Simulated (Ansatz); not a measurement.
Consider the following.

WC:
```
CELL_PARAMETERS angstrom
      4.40148     0.00000     0.00000
      0.00000     4.40148     0.00000
      0.00000     0.00000     4.40148
ATOMIC_POSITIONS crystal
  W  0.13944 0.13944 0.13944
  W  0.63944 0.36056 0.86056
  W  0.86056 0.63944 0.36056
  W  0.36056 0.86056 0.63944
  C  0.84827 0.84827 0.84827
  C  0.34827 0.65173 0.15173
  C  0.15173 0.34827 0.65173
  C  0.65173 0.15173 0.34827
```

This is the PBE-relaxed structure.

**Question.** All from PBE in the plane-wave PAW code Ansatz, unless another level is named. Estimate the electronic character.

**Answer.** metallic (no gap).

**Question.** Predict the density of states at the Fermi level.

**Answer.** 0.46 states/eV per atom (mean over ±0.08 eV).

**Question.** Predict the formation energy from the elements (no fitted shifts).

**Answer.** 0.79 eV/atom.

Space group P2_13. A made-up cell: these elements were put on the sites of a structure type; neither database checked (COD, Materials Project) lists it. It is not the phase usual at ambient conditions (space group No. 187). Symmetry was held in the PBE relaxation; its stability against distortions is not shown here. The run is not spin-polarised. The references are the lowest solids computed at this level, not always the standard phases. Spin–orbit coupling is left out wherever it is not named.

Potentials: the later of the program's two PAW sets.
